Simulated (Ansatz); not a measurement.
Values for one crystal, relaxed and computed with plane-wave PAW r²SCAN (Ansatz code); other levels are named.

- Volume per atom: 8.01 Å³
- Electronic character: metallic (no gap)
- Density of states at the Fermi level: 0.50 states/eV per atom (mean over ±0.08 eV)
- Formation energy from the elements (no fitted shifts): -0.37 eV/atom

**Question.** Which compound is it?
(A) CdSe, rock salt
(B) Fe2B, I4/mcm (Fe on 8h, B on 4a)
(C) BN, CsCl type
(D) Cr3B4, Immm (Cr on 4i, B on 4i, Cr on 2b, B on 4j)

**Answer.** D, Cr3B4, Immm (Cr on 4i, B on 4i, Cr on 2b, B on 4j)

The workflow started from an entry of the Crystallography Open Database (COD). Whether it is the stable phase at ambient conditions was not checked. The cell was relaxed with r²SCAN under the symmetry of its start; its stability against distortions is not shown here. Spin order of the final state: ferromagnetic, the only order run, not a proven ground state. Other orbital occupations within this spin state were not tried. The references are the lowest solids computed at this level, not always the standard phases.

Potentials: the later of the program's two PAW sets.
